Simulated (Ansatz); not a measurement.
CdTe:
```yaml
crystal:
  lattice:
    - [3.76857, 0.00000, 0.00000]
    - [0.00000, 3.76857, 0.00000]
    - [0.00000, 0.00000, 3.76857]
  atoms:
    - { symbol: Cd, position: [0.00000, 0.00000, 0.00000] }
    - { symbol: Te, position: [0.50000, 0.50000, 0.50000] }
```

Relaxed with r²SCAN. Special points in fractions of this cell's reciprocal vectors: Γ (0.000, 0.000, 0.000); X (0.000, 0.500, 0.000); M (0.500, 0.500, 0.000); R (0.500, 0.500, 0.500).

Task: List the band energies nearest the Fermi level at these points for r²SCAN with spin–orbit coupling (plane waves, PAW; program Ansatz).

Result: In eV from the Fermi level; about four levels below and three above (degenerate sets whole), none deeper than 8.9 eV; points with the same levels are listed once.

```tsv
k	below	above
Γ	-0.74 -0.74 -0.74 -0.74 -0.67 -0.67	5.39 5.39 5.39 5.39
X	-8.55 -8.55 -6.06 -6.06	0.01 0.01 0.71 0.71
M	-4.25 -4.25 -1.81 -1.81	0.68 0.68 7.08 7.08 7.09 7.09
R	-2.15 -2.15 -2.15 -2.15	0.70 0.70 1.05 1.05
```

Space group Pm-3m (CsCl type). The start of the workflow was typed in or built on a structure type; neither database checked (COD, Materials Project) lists it. It is not the phase usual at ambient conditions (space group No. 216). The r²SCAN relaxation kept the symmetry of its start. At this level the phase is mechanically unstable. The volume moved by 17 % from the start of the relaxation.

Potentials: the later of the program's two PAW sets.
